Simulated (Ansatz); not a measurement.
A geometry of Ru away from equilibrium: step 3 of the relaxation of a relaxed Ru cell, doubled along one cell vector, shaken by Gaussian noise of σ = 0.08 Å a coordinate. All values below come from PBE (plane waves to 420 eV, PAW, scalar-relativistic; Ansatz, an electronic-structure program). Γ-centred k-mesh 5×10×5 on the run's cell (coarser than for final values), Fermi–Dirac smearing 0.05 eV.

```
Ru
1.0
    7.42661    -0.01037     0.05842
   -1.86114     3.23457     0.00324
    0.05293     0.03733     6.70850
Ru
8
Direct
  0.16154   0.61926   0.06698
  0.65860   0.59968   0.07234
  0.34063   0.37968   0.56747
  0.84337   0.39326   0.57220
  0.32969   0.28384   0.93224
  0.82517   0.26718   0.93528
  0.17820   0.71681   0.42893
  0.68071   0.73241   0.43387
```

Question: Which atoms carry the largest force, and which way does it point?

Answer: 0.47 eV/Å, on Ru5 (atoms numbered as listed); on Ru5 its components are (-0.08, 0.12, -0.45).

Question: What is the pressure?

Answer: -0.5 GPa, compression positive.

No spin polarisation in the result.

Of the parent cell (P6₃/mmc (No. 194)): it is a generated cell of Ru: the first start was made by placing the elements on the sites of a structure type, and the end was not matched to a known phase here, so it may be hypothetical. A known form of Ru has the same space group but another cell.
